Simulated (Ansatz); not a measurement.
**Optical constants of SiC**

These are results of DFT LDA, scalar-relativistic, plane waves, PAW (Ansatz 0.2.0), not measurements. Plane waves to 420 eV; Γ-centred k mesh 12×12×6; Gaussian smearing of 0.01 eV. No spin polarisation.

Equilibrium structure at this level:
```
CELL_PARAMETERS angstrom
3.05636 0.00000 0.00000
-1.52818 2.64688 0.00000
0.00000 0.00000 5.01593
ATOMIC_POSITIONS crystal
Si 0.33333 0.66667 0.00460
Si 0.66667 0.33333 0.50460
C 0.33333 0.66667 0.38040
C 0.66667 0.33333 0.88040
```

Independent-particle response (no local fields, no excitons) on a 18×18×10 mesh, broadened by 0.1 eV. Light polarised along y.

(1) Tabulate n, κ, the reflectivity and the absorption coefficient against photon energy.

(2) Where is the highest local maximum of ε₂ between 0.3 and 12 eV?

(3) How do the static value and the gaps compare?

Answers

(1)
```tsv
E (eV)	n	κ	R	α (10⁵ cm⁻¹)
0.1	2.69	0.00	0.21	0.00
0.6	2.69	0.00	0.21	0.00
1.1	2.71	0.00	0.21	0.00
1.6	2.75	0.00	0.22	0.00
2.1	2.79	0.00	0.22	0.00
2.6	2.85	0.00	0.23	0.00
3.1	2.94	0.00	0.24	0.00
3.6	3.06	0.00	0.26	0.00
4.1	3.24	0.00	0.28	0.00
4.6	3.56	0.03	0.32	0.12
5.1	3.93	0.34	0.36	1.75
5.6	4.43	0.57	0.41	3.24
6.1	4.69	1.85	0.48	11.44
6.6	3.86	2.73	0.50	18.23
7.1	2.33	3.08	0.55	22.19
7.6	2.76	2.29	0.43	17.61
8.1	2.64	2.58	0.47	21.19
8.6	2.10	2.69	0.50	23.44
9.1	1.82	2.72	0.53	25.13
9.6	1.43	2.68	0.56	26.12
10.1	1.19	2.46	0.56	25.20
10.6	0.99	2.27	0.57	24.42
11.1	0.91	2.10	0.55	23.59
11.6	0.85	2.01	0.54	23.58
```

(2) At 6.7 eV, where ε₂ = 21.1.

(3) ε₁(0) = 7.22; on the self-consistent k mesh the Kohn–Sham gap is 2.13 eV and the least direct gap 3.92 eV.

Cost: 1 run of about 1.7 core-minutes, on Arm Neoverse V1 (shared hosts).